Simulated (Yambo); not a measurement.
G0W0@PBE for SnO2 (rutile, space group P4_2/mnm, No. 136) in Yambo. Reference settings: 2×2×4 Γ-centred k mesh, bands 9 to 220 and a 12 Ry block in the screening, 220 bands in G with the Bruneval-Gonze terminator, plasmon pole fitted at 27.2 eV. The PBE gap Γ → Γ on this mesh is 1.03 eV; G0W0 gaps are taken between the same points.

The settings were changed. The gap went from 2.40 eV to 2.29 eV, and the shift of the valence edge from -0.71 eV to -0.62 eV.

Which change was made?
A. 127 bands in W, 127 bands in G
B. no terminator
C. 127 bands in G
D. 7 Ry block

D, 7 Ry block. The others gave (gap, valence shift): no terminator: 2.33, -0.52 eV; 127 bands in G: 2.41, -0.73 eV; 127 bands in W, 127 bands in G: 2.46, -0.63 eV.

Spin-orbit coupling is not included.

Geometry relaxed with PBEsol; primitive cell a = 4.766 Å, b = 4.766 Å, c = 3.212 Å, α = 90.00°, β = 90.00°, γ = 90.00°.

A shift is the quasiparticle energy of the state minus its PBE energy.

The potentials are those of PseudoDojo's stringent table.
